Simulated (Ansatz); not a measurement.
# CrAsRh, a database entry at a rescaled volume

```
Rh Cr As
1.0
     6.48324    0.00000    0.00000
    -3.24162    5.61465    0.00000
     0.00000    0.00000    3.77580
Rh Cr As
3 3 3
Direct
  0.26100 0.00000 0.00000
  0.73900 0.73900 0.00000
  0.00000 0.26100 0.00000
  0.58800 0.00000 0.50000
  0.41200 0.41200 0.50000
  0.00000 0.58800 0.50000
  0.00000 0.00000 0.50000
  0.33330 0.66670 0.00000
  0.66670 0.33330 0.00000
```

Method: r2SCAN, no spin polarisation; PAW, plane waves to 500 eV, 6×6×9 Γ-centred mesh, fermi-dirac occupations (width 0.1 eV) (Ansatz 0.2.0), atoms fixed.

Question: Is the cell too large or too small?

Answer: The pressure is -16.9 GPa (compression positive), so with the atoms held at these fractions the cell would first shrink. The principal stresses -19.5, -19.5, -11.8 GPa differ, so its shape would change too.

Question: Metal or insulator?

Answer: It is a metal on this mesh, though the bands barely overlap, with about 11 states/eV a cell as the mean within 0.25 eV of the Fermi level, mostly Cr d (81 %) and Rh d (16 %).

Question: Where is the largest force?

Answer: The largest is on Cr5 (and as large on other atoms): 0.52 eV/Å, components (-0.26, -0.45, 0.00). It makes 0° with the line to a nearest neighbour, As7 at 2.67 Å, pointing towards it.

Question: What is the formation energy?

Answer: 0.14 eV an atom against the elements' usual phases (free molecules for gases, crystals otherwise, with no correction for O₂ or N₂), so at this geometry it isn't bound against them. Relaxing would lower it.

Question: Give the Bader charges.

Answer: Bader charges in e: Cr +0.92, As -0.59 to -0.31, Rh -0.43. In the mean Cr gives up most and As takes most.

Question: Describe some of the short contacts.

Answer: Rh–As at 2.43 Å: least valence density 0.56 e/Å³ and ELF 0.45 there. Cr–As at 2.67 Å: least valence density 0.32 e/Å³ and ELF 0.38 there. Rh–Cr at 2.84 Å: least valence density 0.24 e/Å³ and ELF 0.28 there. Both are smooth PAW fields, read partly inside the augmentation spheres.

Origin: a database entry at a rescaled volume. Caveats: no spin polarisation, so a magnetic state may lie lower; atoms or cell far from equilibrium.
